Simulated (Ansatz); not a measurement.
Cs₂AgF₄ in space group I4/mmm (No. 139; F on 4e, Cs on 4e, F on 4c, Ag on 2a) at seven volumes, PBEsol (plane waves, PAW; program Ansatz), shape and atoms relaxed at each. One row is withheld.

```json
[
 {"V (Å³/atom)": "18.438", "P (GPa)": "4.53"},
 {"V (Å³/atom)": "19.046", "P (GPa)": "2.64"},
 {"V (Å³/atom)": "19.654", "P (GPa)": "1.16"},
 {"V (Å³/atom)": "20.262", "P (GPa)": "0.00"},
 {"V (Å³/atom)": "20.870", "P (GPa)": "?"},
 {"V (Å³/atom)": "21.478", "P (GPa)": "-1.47"},
 {"V (Å³/atom)": "22.085", "P (GPa)": "-1.78"}
]
```

Problem. Fit the shown pressures and predict the withheld one.

Solution. P = (3/2)B₀(x^(7/2) − x^(5/2))[1 + (3/4)(B′ − 4)(x − 1)] with x = (V₀/V)^(2/3). Least squares on the six rows gives V₀ = 20.272 Å³/atom, B₀ = 31.9 GPa, B′ = 8.98. At V = 20.870, x = 0.9808 and P = -0.81 GPa. The run itself gave -0.87 GPa.

The workflow started from an entry of the Crystallography Open Database (COD). Its standing as an ambient phase is unchecked. The PBEsol relaxation kept the symmetry of its start; its stability against distortions is not shown here. The run is not spin-polarised. Spin–orbit coupling is left out wherever it is not named.

Potentials: the later of the program's two PAW sets.
